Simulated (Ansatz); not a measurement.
What DFT gives for YbPO₄

```
P Yb O
1.0
     2.66540    3.95733    0.00000
     2.66540   -3.95733    0.00000
     0.00000    0.00000   -6.98684
P Yb O
2 2 8
Direct
  0.35800 0.64200 0.75000
  0.64200 0.35800 0.25000
  0.00000 0.00000 0.00000
  0.00000 0.00000 0.50000
  0.70600 0.76600 0.75000
  0.29400 0.23400 0.25000
  0.76600 0.70600 0.25000
  0.23400 0.29400 0.75000
  0.24600 0.75400 0.93000
  0.75400 0.24600 0.43000
  0.75400 0.24600 0.07000
  0.24600 0.75400 0.57000
```

Method: r2SCAN, no spin polarisation; PAW, plane waves to 500 eV, 4×4×3 (shifted by 0, 0, 0.5 steps) mesh, methfessel-paxton occupations (width 0.049 eV) (Ansatz 0.2.0), atoms fixed.

(1) What is the formation energy?

(2) Give the Bader charges.

(3) Is the cell too large or too small?

(4) Which atom feels the largest force, and which way?

(5) What happens at the Fermi level?

Origin: a known structure type with other elements, at an estimated volume, so it need not be a known compound. Caveats: no spin polarisation, so a magnetic state may lie lower; the k mesh is coarse if the cell is a metal; atoms or cell far from equilibrium; f levels without a U or exact exchange are poorly placed.

Answers

(1) -2.81 eV an atom against the elements' usual phases (free molecules for gases, crystals otherwise, with no correction for O₂ or N₂), so it is bound against them; other compounds may still compete. Relaxing would lower it.

(2) Bader charges in e: Yb +2.17, P +3.89, O -1.54 to -1.49. In the mean P gives up most and O takes most.

(3) The pressure is 11.7 GPa (compression positive), so with the atoms held at these fractions the cell would first expand; the forces are large, so a full relaxation may end otherwise. The principal stresses 6.7, 7.5, 20.9 GPa differ, so its shape would change too.

(4) The largest is on O9 (and as large on other atoms): 3.09 eV/Å, components (0.00, 2.93, 0.96). It makes 37° with the line to a nearest neighbour, P1 at 1.54 Å, pointing towards it.

(5) It is a metal on this mesh, though the bands barely overlap, with about 31 states/eV a cell as the mean within 0.25 eV of the Fermi level, mostly Yb f (90 %).
